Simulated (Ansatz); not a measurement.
The cell of InRuC4N4 is invented: two interpenetrating cyanide-bridged diamond nets (P-43m, No. 215). Lengths were set from tabulated atomic sizes, so they are only a guess.

```cif
data_structure
_symmetry_space_group_name_H-M 'P-43m'
_symmetry_Int_Tables_number 215
_cell_length_a 5.9536
_cell_length_b 5.9536
_cell_length_c 5.9536
_cell_angle_alpha 90.000
_cell_angle_beta 90.000
_cell_angle_gamma 90.000
_cell_volume 211.03
loop_
_atom_site_label
_atom_site_type_symbol
_atom_site_symmetry_multiplicity
_atom_site_Wyckoff_symbol
_atom_site_fract_x
_atom_site_fract_y
_atom_site_fract_z
_atom_site_occupancy
In1 In 1 a 0.00000 0.00000 0.00000 1
Ru1 Ru 1 b 0.50000 0.50000 0.50000 1
C1 C 4 e 0.19405 0.19405 0.19405 1
N1 N 4 e 0.30751 0.30751 0.30751 1
```

All numbers below come from DFT PBE, scalar-relativistic, plane waves, PAW in Ansatz. Cutoff 420 eV, Gaussian smearing, Γ-centred meshes. Cell and atoms relax first on a coarse mesh and then on a converged one. In between, the cell is made exact in the group found at 0.06 Å. The steps can't lower the symmetry of their start. Collinear spin, starting moments Ru 1.0 μB.

A guess keeps its type if space group and coordination stay and the shape of the cell changes little (axis ratios within about 15 %, angles within 6°); the volume may change.

Question: Will the relaxed cell still be of the starting type?

Answer: It keeps its type. The symmetry stays P-43m (No. 215). The volume per atom grows by 13.0 %, from 21.1 to 23.8 Å³. The shortest distance stays 1.17 Å (C–N). Counting neighbours within 15 % of an atom's shortest distance, the start has C 1, In 4, N 1, Ru 4 and the end C 1, In 4, N 1, Ru 4.

Formation energies are uncorrected and refer to the elements' standard structures at the same level (N₂ as a molecule).

Question: At what energy does it end?

Answer: +0.677 eV/atom. The separate elements lie lower, so it is unstable against them.

The last run used collinear spin, a 6×6×6 mesh for its 10-atom cell and Gaussian smearing of 0.02 eV. The reference form of C is held partly by dispersion forces, which this level lacks. Another magnetic order may lie lower. Symmetry constrained the relaxation, so the result can be a saddle point.
